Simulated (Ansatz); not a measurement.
Data sheet: AlAu (DFT)

AlAu:
```xyz
2
Lattice="3.1521 0.0000 0.0000 0.0000 3.1521 0.0000 0.0000 0.0000 3.1521" Properties=species:S:1:pos:R:3 pbc="T T T"
Al     0.0000     0.0000     0.0000
Au     1.5761     1.5761     1.5761
```

Space group Pm-3m (No. 221), CsCl type; conventional cell a = 3.1521 Å, b = 3.1521 Å, c = 3.1521 Å, α = 90.00°, β = 90.00°, γ = 90.00°.

Method: the program Ansatz at the LDA level (PAW). Geometry: relaxed at this level of theory. Other levels are named where they apply.

### Cell and energy

| Item | Result |
|---|---|
| Volume per atom | 15.66 Å³ |
| Density | 11.87 g/cm³ |
| Formation energy from the elements (no fitted shifts) | -0.30 eV/atom |

### Electronic structure

| Property | Value |
|---|---|
| Electronic character | metallic (no gap) |
| Density of states at the Fermi level | 0.31 states/eV per atom (mean over ±0.08 eV) |

### Mechanics

| Item | Value |
|---|---|
| Bulk modulus (Birch–Murnaghan fit) | 135 GPa |
| Pressure derivative B′ | 5.5 |
| Elastic constants (relaxed ions, GPa) | C11 = 128, C12 = 142, C44 = -8.1 |
| Mechanical stability | unstable (C has a negative eigenvalue) |

### Phonons

| Item | Value |
|---|---|
| Highest zone-centre frequency | 159 cm^-1 |
| Zone-centre stability | no imaginary mode at Γ |

The first step of the workflow began from a Materials Project structure, measured or hypothetical; the Crystallography Open Database copy checked does not list it. With Al and Au taken as one species the cell has the higher symmetry Im-3m, so it may be an ordered model of a mixed-site phase. Whether it is the stable phase at ambient conditions was not checked. The cell was relaxed with LDA under the symmetry of its start. As this level gives no gap, shear constants depend on the k-mesh and smearing (Fermi–Dirac, 0.1 eV here). As this level gives no gap, phonon frequencies hold no LO–TO term and depend on the k-mesh and smearing (Fermi–Dirac, 0.1 eV here). The references are the lowest solids computed at this level, not always the standard phases. Spin–orbit coupling is left out wherever it is not named.

Potentials: the later of the program's two PAW sets.
